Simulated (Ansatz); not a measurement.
An Ansatz (a quantum-chemistry and plane-wave program) relaxation of a randomly generated symmetric cell of MgF2 (space group No. 87) at the level PBE (plane waves to 420 eV, PAW, scalar-relativistic; Ansatz).

Input of the first round:
Ansatz 0.2 input:
```yaml
crystal:
  lattice:
    - [-3.4749156, 3.4749156, 2.3241775]
    - [3.4749156, -3.4749156, 2.3241775]
    - [3.4749156, 3.4749156, -2.3241775]
  atoms:
    - { symbol: F, position: [0.3839938, 0.63527278, 0.01926658] }
    - { symbol: F, position: [0.6160062, 0.36472722, 0.98073342] }
    - { symbol: F, position: [0.63527278, 0.6160062, 0.25127898] }
    - { symbol: F, position: [0.36472722, 0.3839938, 0.74872102] }
    - { symbol: F, position: [0.5, 0, 0.5] }
    - { symbol: F, position: [0, 0.5, 0.5] }
    - { symbol: Mg, position: [0.75, 0.25, 0.5] }
    - { symbol: Mg, position: [0.25, 0.75, 0.5] }
    - { symbol: Mg, position: [0.5, 0.5, 0] }
basis: { ecutwfc: 420, ecutrho_ratio: 4, xc_grid: 2, fft_grid_basis: typed }
kpoints: { mp_grid: { grid: [6, 6, 6] } }
hamiltonian:
  xc: pbe
  dispersion: none
  pseudopotentials: { kind: paw }
scf: { occupations: { method: fermi_dirac, width: 0.05 } }
relax: { f_tol: 0.01, max_steps: 100, cell: { stress_tol: 0.02 } }
output: { forces: true, stress: true }
```

The end of the output (long lines and the closing message left out):

```
SCF iter   3: F=—  HF=-10539.783294 eV  |F-HF|=—  |Δ(HF+E_count)|=   8.55e-1  Δρ=1.11e-2  dr2=9.93e-2  ethr=1.77e-3  ⟨swp⟩=3.1  Hψ=3241  notcnv=0  defer=124
SCF iter   4: F=—  HF=-10539.810934 eV  |F-HF|=—  |Δ(HF+E_count)|=   2.76e-2  Δρ=3.95e-3  dr2=1.54e-2  ethr=1.38e-4  ⟨swp⟩=3.1  Hψ=3167  notcnv=0  defer=116
SCF iter   5: F=—  HF=-10539.813450 eV  |F-HF|=—  |Δ(HF+E_count)|=   2.52e-3  Δρ=1.65e-3  dr2=2.98e-3  ethr=2.14e-5  ⟨swp⟩=2.0  Hψ=2727  notcnv=0  defer=116
SCF iter   6: F=—  HF=-10539.813766 eV  |F-HF|=—  |Δ(HF+E_count)|=   3.16e-4  Δρ=7.60e-4  dr2=7.05e-4  ethr=4.13e-6  ⟨swp⟩=2.0  Hψ=2514  notcnv=0  defer=116
SCF iter   7: F=—  HF=-10539.813895 eV  |F-HF|=—  |Δ(HF+E_count)|=   1.29e-4  Δρ=1.27e-4  dr2=3.45e-5  ethr=9.79e-7  ⟨swp⟩=2.0  Hψ=2228  notcnv=0  defer=116
SCF iter   8: F=—  HF=-10539.813866 eV  |F-HF|=—  |Δ(HF+E_count)|=   2.89e-5  Δρ=3.76e-5  dr2=2.24e-6  ethr=4.79e-8  ⟨swp⟩=2.0  Hψ=2388  notcnv=0  defer=116
SCF iter   9: F=—  HF=-10539.813870 eV  |F-HF|=—  |Δ(HF+E_count)|=   3.35e-6  Δρ=1.04e-5  dr2=1.85e-7  ethr=3.12e-9  ⟨swp⟩=2.0  Hψ=2693  notcnv=0  defer=116
SCF iter  10: F=-10539.813870 eV  HF=-10539.813870 eV  |F-HF|=5.35e-9  |Δ(HF+E_count)|=   2.90e-7  Δρ=2.75e-6  dr2=8.64e-9  ethr=1.39e-10  ⟨swp⟩=4.9  Hψ=5571  notcnv=0
```

**Question.** How did the run end, and can its numbers be used?

**Answer.** The SCF loop settled, but the program refused the state: its check on the PAW one-centre occupations went over the threshold; here atoms lie far too close. The program's message (shortened): “refused after 10 iterations: one_centre_occupation = 6.02e0 (threshold 2.00e0); read on the Mg atom at site 8 (counted from 0). The loop had accepted its state.” The shortest distance in this cell is F–Mg 1.16 Å. No relaxed structure or energy should be taken from it.
